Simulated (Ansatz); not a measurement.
A relaxation of cell and atoms of TaTiN3 on the sites of CsInF3 (No. 225) with the PAW code Ansatz, at the level PBEsol. The start is a rough guess from atomic radii.

```yaml
crystal:
  lattice:
    - [0.0, 3.93471248, 3.93471248]
    - [3.93471248, 0.0, 3.93471248]
    - [3.93471248, 3.93471248, 0.0]
  atoms:
    - { symbol: Ta, position: [0.25, 0.25, 0.25] }
    - { symbol: Ta, position: [0.75, 0.75, 0.75] }
    - { symbol: Ti, position: [0.5, 0.5, 0.5] }
    - { symbol: Ti, position: [0.0, 0.0, 0.0] }
    - { symbol: "N", position: [0.22295747, 0.22295747, 0.77704253] }
    - { symbol: "N", position: [0.22295747, 0.77704253, 0.77704253] }
    - { symbol: "N", position: [0.77704253, 0.77704253, 0.22295747] }
    - { symbol: "N", position: [0.22295747, 0.77704253, 0.22295747] }
    - { symbol: "N", position: [0.77704253, 0.22295747, 0.77704253] }
    - { symbol: "N", position: [0.77704253, 0.22295747, 0.22295747] }
kpoints:
  mp_grid: { grid: [6, 6, 6] }
hamiltonian:
  xc: pbesol
scf:
  occupations: { method: fermi_dirac, width: 0.03 }
relax:
  f_tol: 0.01
  cell: {}
  max_steps: 120
```

The trajectory has 8 recorded frames, each with positions in Å and forces in eV/Å. The last, and any step after a large change of cell, is solved on a basis re-selected at its cell; pressure is positive in compression.

Step 1: energy 0.0 meV/atom from step 1, largest force component 9.871 eV/Å, pressure -5.64 GPa
```xyz
10
Lattice="0.0000 3.9347 3.9347 3.9347 0.0000 3.9347 3.9347 3.9347 0.0000" Properties=species:S:1:pos:R:3:forces:R:3 pbc="T T T"
Ta    1.9674    1.9674    1.9674    0.0000    0.0000    0.0000
Ta    5.9021    5.9021    5.9021    0.0000    0.0000    0.0000
Ti    3.9347    3.9347    3.9347    0.0000    0.0000    0.0000
Ti    0.0000    0.0000    0.0000    0.0000    0.0000    0.0000
N     3.9347    3.9347    1.7545    0.0000    0.0000    9.8712
N     6.1149    3.9347    3.9347   -9.8712    0.0000    0.0000
N     3.9347    3.9347    6.1149    0.0000    0.0000   -9.8712
N     3.9347    1.7545    3.9347    0.0000    9.8712    0.0000
N     3.9347    6.1149    3.9347    0.0000   -9.8712    0.0000
N     1.7545    3.9347    3.9347    9.8712    0.0000    0.0000
```

Step 2: energy -704.5 meV/atom from step 1, largest force component 1.638 eV/Å, pressure +6.68 GPa
```xyz
10
Lattice="0.0000 3.7454 3.7454 3.7454 0.0000 3.7454 3.7454 3.7454 0.0000" Properties=species:S:1:pos:R:3:forces:R:3 pbc="T T T"
Ta    1.8727    1.8727    1.8727    0.0000    0.0000    0.0000
Ta    5.6180    5.6180    5.6180    0.0000    0.0000    0.0000
Ti    3.7454    3.7454    3.7454    0.0000    0.0000    0.0000
Ti    0.0000    0.0000    0.0000    0.0000    0.0000    0.0000
N     3.7454    3.7454    1.8472    0.0000    0.0000    1.6379
N     5.6435    3.7454    3.7454   -1.6379    0.0000    0.0000
N     3.7454    3.7454    5.6435    0.0000    0.0000   -1.6379
N     3.7454    1.8472    3.7454    0.0000    1.6379    0.0000
N     3.7454    5.6435    3.7454    0.0000   -1.6379    0.0000
N     1.8472    3.7454    3.7454    1.6379    0.0000    0.0000
```

**Question.** Estimate where the relaxation ends.

**Answer.**
Step 3: energy -721.2 meV/atom from step 1, largest force component 0.030 eV/Å, pressure -0.55 GPa
```xyz
10
Lattice="0.0000 3.7800 3.7800 3.7800 0.0000 3.7800 3.7800 3.7800 0.0000" Properties=species:S:1:pos:R:3:forces:R:3 pbc="T T T"
Ta    1.8900    1.8900    1.8900    0.0000    0.0000    0.0000
Ta    5.6700    5.6700    5.6700    0.0000    0.0000    0.0000
Ti    3.7800    3.7800    3.7800    0.0000    0.0000    0.0000
Ti    0.0000    0.0000    0.0000    0.0000    0.0000    0.0000
N     3.7800    3.7800    1.8895    0.0000    0.0000    0.0304
N     5.6705    3.7800    3.7800   -0.0304    0.0000    0.0000
N     3.7800    3.7800    5.6705    0.0000    0.0000   -0.0304
N     3.7800    1.8895    3.7800    0.0000    0.0304    0.0000
N     3.7800    5.6705    3.7800    0.0000   -0.0304    0.0000
N     1.8895    3.7800    3.7800    0.0304    0.0000    0.0000
```

Step 4: energy -721.4 meV/atom from step 1, largest force component 0.040 eV/Å, pressure +0.28 GPa
```xyz
10
Lattice="0.0000 3.7756 3.7756 3.7756 0.0000 3.7756 3.7756 3.7756 0.0000" Properties=species:S:1:pos:R:3:forces:R:3 pbc="T T T"
Ta    1.8878    1.8878    1.8878    0.0000    0.0000    0.0000
Ta    5.6634    5.6634    5.6634    0.0000    0.0000    0.0000
Ti    3.7756    3.7756    3.7756    0.0000    0.0000    0.0000
Ti    0.0000    0.0000    0.0000    0.0000    0.0000    0.0000
N     3.7756    3.7756    1.8885    0.0000    0.0000   -0.0397
N     5.6627    3.7756    3.7756    0.0397    0.0000    0.0000
N     3.7756    3.7756    5.6627    0.0000    0.0000    0.0397
N     3.7756    1.8885    3.7756    0.0000   -0.0397    0.0000
N     3.7756    5.6627    3.7756    0.0000    0.0397    0.0000
N     1.8885    3.7756    3.7756   -0.0397    0.0000    0.0000
```

Step 5: energy -721.3 meV/atom from step 1, largest force component 0.000 eV/Å, pressure 0.00 GPa
```xyz
10
Lattice="0.0000 3.7771 3.7771 3.7771 0.0000 3.7771 3.7771 3.7771 0.0000" Properties=species:S:1:pos:R:3:forces:R:3 pbc="T T T"
Ta    1.8885    1.8885    1.8885    0.0000    0.0000    0.0000
Ta    5.6656    5.6656    5.6656    0.0000    0.0000    0.0000
Ti    3.7771    3.7771    3.7771    0.0000    0.0000    0.0000
Ti    0.0000    0.0000    0.0000    0.0000    0.0000    0.0000
N     3.7771    3.7771    1.8885    0.0000    0.0000   -0.0004
N     5.6656    3.7771    3.7771    0.0004    0.0000    0.0000
N     3.7771    3.7771    5.6656    0.0000    0.0000    0.0004
N     3.7771    1.8885    3.7771    0.0000   -0.0004    0.0000
N     3.7771    5.6656    3.7771    0.0000    0.0004    0.0000
N     1.8885    3.7771    3.7771   -0.0004    0.0000    0.0000
```

Step 6: energy -718.9 meV/atom from step 1, largest force component 0.000 eV/Å, pressure -0.40 GPa
```xyz
10
Lattice="0.0000 3.7771 3.7771 3.7771 0.0000 3.7771 3.7771 3.7771 0.0000" Properties=species:S:1:pos:R:3:forces:R:3 pbc="T T T"
Ta    1.8885    1.8885    1.8885    0.0000    0.0000    0.0000
Ta    5.6656    5.6656    5.6656    0.0000    0.0000    0.0000
Ti    3.7771    3.7771    3.7771    0.0000    0.0000    0.0000
Ti    0.0000    0.0000    0.0000    0.0000    0.0000    0.0000
N     3.7771    3.7771    1.8885    0.0000    0.0000   -0.0004
N     5.6656    3.7771    3.7771    0.0004    0.0000    0.0000
N     3.7771    3.7771    5.6656    0.0000    0.0000    0.0004
N     3.7771    1.8885    3.7771    0.0000   -0.0004    0.0000
N     3.7771    5.6656    3.7771    0.0000    0.0004    0.0000
N     1.8885    3.7771    3.7771   -0.0004    0.0000    0.0000
```

Step 7: energy -719.0 meV/atom from step 1, largest force component 0.001 eV/Å, pressure 0.00 GPa
```xyz
10
Lattice="0.0000 3.7750 3.7750 3.7750 0.0000 3.7750 3.7750 3.7750 0.0000" Properties=species:S:1:pos:R:3:forces:R:3 pbc="T T T"
Ta    1.8875    1.8875    1.8875    0.0000    0.0000    0.0000
Ta    5.6625    5.6625    5.6625    0.0000    0.0000    0.0000
Ti    3.7750    3.7750    3.7750    0.0000    0.0000    0.0000
Ti    0.0000    0.0000    0.0000    0.0000    0.0000    0.0000
N     3.7750    3.7750    1.8875    0.0000    0.0000   -0.0009
N     5.6625    3.7750    3.7750    0.0009    0.0000    0.0000
N     3.7750    3.7750    5.6625    0.0000    0.0000    0.0009
N     3.7750    1.8875    3.7750    0.0000   -0.0009    0.0000
N     3.7750    5.6625    3.7750    0.0000    0.0009    0.0000
N     1.8875    3.7750    3.7750   -0.0009    0.0000    0.0000
```

Step 8: energy -718.9 meV/atom from step 1, largest force component 0.001 eV/Å, pressure -0.01 GPa
```xyz
10
Lattice="0.0000 3.7750 3.7750 3.7750 0.0000 3.7750 3.7750 3.7750 0.0000" Properties=species:S:1:pos:R:3:forces:R:3 pbc="T T T"
Ta    1.8875    1.8875    1.8875    0.0000    0.0000    0.0000
Ta    5.6625    5.6625    5.6625    0.0000    0.0000    0.0000
Ti    3.7750    3.7750    3.7750    0.0000    0.0000    0.0000
Ti    0.0000    0.0000    0.0000    0.0000    0.0000    0.0000
N     3.7750    3.7750    1.8875    0.0000    0.0000   -0.0009
N     5.6625    3.7750    3.7750    0.0009    0.0000    0.0000
N     3.7750    3.7750    5.6625    0.0000    0.0000    0.0009
N     3.7750    1.8875    3.7750    0.0000   -0.0009    0.0000
N     3.7750    5.6625    3.7750    0.0000    0.0009    0.0000
N     1.8875    3.7750    3.7750   -0.0009    0.0000    0.0000
```

In 6 steps the volume changed by -11.7 %; between the first SCF and the last, each on a basis chosen for its cell, the energy fell by 719 meV an atom. At the end: space group Pm-3m (No. 221), cubic; conventional cell a = 3.775 Å, 10.76 Å³ an atom. Ta is surrounded by 12 N at 2.67 Å; Ti is surrounded by 6 N at 1.89 Å; N is surrounded by 2 Ti at 1.89 Å and 4 Ta at 2.67 Å.

Run as `ansatz run input.yaml --threads 4 --pin off --max-ram 4608MiB --backend cpu --events-out ev --progress --plain --runs-dir out`.

**Question.** It ran on 4 threads of Arm Neoverse N1 (shared host). About how long did it take, and how much host memory at the peak?

**Answer.** About 22 s, with a peak of 0.54 GiB.

The calculation is spin-unpolarised, and the structure need not be a phase that has been made.

Overlapping bands make a metal at that level, for which these meshes are coarse; small forces, stresses and energy differences are uncertain. A small overlap in a semilocal functional can be an artefact that a hybrid or GW lifts.
